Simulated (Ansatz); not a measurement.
## Where the states of Pt$_{2}$W lie

```
Pt W
1.0
    -1.38637    1.98220    4.15326
     1.38637   -1.98220    4.15326
     1.38637    1.98220   -4.15326
Pt W
2 1
Direct
  0.66322 0.66322 0.00000
  0.33678 0.33678 0.00000
  0.00000 0.00000 0.00000
```

Structure from Materials Project entry mp-1018129 (possibly hypothetical), not relaxed further.

Spin–orbit coupling is left out, though it moves levels of the heavy atoms by tenths of an eV or more.

The calculation used DFT, LDA, all-electron LAPW, scalar-relativistic in Ansatz 0.2.0.

Sampling and basis: a Γ-centred 14×14×14 k mesh, Fermi–Dirac smearing of 0.05 eV, basis error target 0.5 meV/atom, no spin polarisation.

States per eV and cell, averaged over 0.4 eV, from -10.6 to 6.8 eV, with energies (bin centres) from the Fermi level; empty bins are left out. The partial columns, the largest 4 alone, are projections on Löwdin-orthogonalised atomic shells (those that the program's projection atoms carry: the occupied ones and, for some elements, an empty d or f shell; other empty shells have no column), summed over atoms of an element. Weights on diffuse s and p shells depend on that basis and aren't pure angular character.

```tsv
E (eV)	total	Pt 5d	W 5d	Pt 6s	W 6s
-10.5	0.02	0.00	0.00	0.01	0.01
-10.1	0.11	0.00	0.00	0.07	0.04
-9.7	0.18	0.00	0.00	0.11	0.05
-9.3	0.24	0.00	0.00	0.15	0.07
-8.9	0.30	0.01	0.01	0.19	0.08
-8.5	0.38	0.02	0.01	0.23	0.10
-8.1	0.53	0.06	0.03	0.31	0.11
-7.7	0.89	0.22	0.10	0.42	0.13
-7.3	1.81	0.81	0.29	0.52	0.16
-6.9	2.99	1.68	0.50	0.52	0.25
-6.5	4.01	2.71	0.66	0.38	0.22
-6.1	3.93	2.93	0.62	0.22	0.13
-5.7	3.31	2.63	0.48	0.11	0.05
-5.3	3.35	2.83	0.38	0.05	0.04
-4.9	3.57	2.91	0.49	0.06	0.06
-4.5	3.53	2.87	0.43	0.09	0.08
-4.1	4.83	3.84	0.66	0.12	0.11
-3.7	4.58	3.60	0.62	0.16	0.10
-3.3	3.71	2.81	0.60	0.18	0.05
-2.9	3.95	2.74	0.88	0.18	0.05
-2.5	3.19	2.15	0.76	0.14	0.03
-2.1	4.21	2.72	1.15	0.16	0.05
-1.7	3.82	2.62	0.86	0.16	0.05
-1.3	2.66	1.71	0.67	0.11	0.05
-0.9	2.13	1.05	0.81	0.07	0.06
-0.5	1.52	0.66	0.69	0.04	0.05
-0.1	1.75	0.70	0.85	0.05	0.05
0.3	1.39	0.52	0.72	0.04	0.04
0.7	1.59	0.51	0.94	0.05	0.03
1.1	3.00	0.96	1.81	0.08	0.06
1.5	3.45	0.98	2.15	0.08	0.11
1.9	2.99	0.78	1.86	0.11	0.10
2.3	1.94	0.42	1.20	0.13	0.07
2.7	1.66	0.30	1.00	0.16	0.07
3.1	1.21	0.21	0.54	0.18	0.10
3.5	0.94	0.14	0.30	0.18	0.10
3.9	0.88	0.11	0.21	0.23	0.09
4.3	0.93	0.09	0.17	0.29	0.08
4.7	0.93	0.07	0.14	0.31	0.07
5.1	0.82	0.05	0.12	0.25	0.08
5.5	0.94	0.04	0.18	0.25	0.12
5.9	0.87	0.03	0.14	0.25	0.10
6.3	0.65	0.02	0.08	0.21	0.11
6.7	0.98	0.04	0.10	0.41	0.12
```

Problem. Where is the centre of the filled Pt 5d states between -14 eV and the top of the filled states?

Solution. -4.02 eV from the Fermi level.
